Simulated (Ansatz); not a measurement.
Space group Pm-3m (No. 221). a = 3.635 Å, b = 3.635 Å, c = 3.635 Å, α = 90.00°, β = 90.00°, γ = 90.00°
```csv
atom,site,symmetry,x,y,z
Mg,1a,m-3m,0.0000,0.0000,0.0000
Tl,1b,m-3m,0.5000,0.5000,0.5000
```

Equation of state of this MgTl structure (not necessarily the ground state), with shape and atoms relaxed at each volume where symmetry leaves them free. It has no gap at any of these volumes. The calculation used Ansatz, DFT r2SCAN, scalar-relativistic, plane waves, PAW.

Plane waves to 500 eV, a k mesh through Γ of 12×12×12 on the computed 2-atom cell and Gaussian smearing (0.10 eV); no spin polarisation.

```tsv
V (Å³/atom)	E − E(largest V) (meV/atom)	P (GPa)
21.141	30.66	6.80
21.862	5.15	4.64
22.583	-11.60	2.84
23.303	-21.00	1.32
24.024	-24.04	0.02
24.745	-21.67	-1.05
25.466	-14.84	-1.96
26.427	0.00	-2.95
```

Question: Fit a third-order Birch–Murnaghan equation to E(V).

Answer: V0 = 24.05 Å³/atom, B0 = 39 GPa, B0' = 4.5.

Spin-orbit coupling is left out, which matters for the bands of heavy elements.

Cost: 8 runs of about 2.6 core-minutes in all, on Arm Neoverse N1 (shared hosts).